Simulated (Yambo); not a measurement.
G0W0@PBEsol for a free-standing WS$_{2}$ monolayer (symmetry P-6m2, slab cell 16.1 Å high) in Yambo. Reference settings: 6×6×1 Γ-centred k mesh, bands 2 to 131 and a 8 Ry block in the screening, 131 bands in G with the Bruneval-Gonze terminator, plasmon pole fitted at 27.2 eV, slab-truncated Coulomb interaction, stochastic integration of W near q = 0. The PBEsol gap K → K on this mesh is 1.94 eV; G0W0 gaps are taken between the same points.

The settings were changed. The gap went from 2.87 eV to 2.84 eV, and the shift of the valence edge from -0.15 eV to 0.08 eV.

Question: Which change was made?
A) 3 Ry block
B) no stochastic integration of W
C) 48 bands in G, no terminator
D) no terminator

Answer: A, 3 Ry block. The others gave (gap, valence shift): no terminator: 2.93, 0.08 eV; no stochastic integration of W: 4.34, -0.87 eV; 48 bands in G, no terminator: 3.00, 0.55 eV.

Spin-orbit coupling is not included.

Geometry relaxed with PBEsol; primitive cell a = 3.1456 Å, b = 3.1456 Å, c = 16.1000 Å, α = 90.00°, β = 90.00°, γ = 120.00°.

A shift is the quasiparticle energy of the state minus its PBEsol energy.
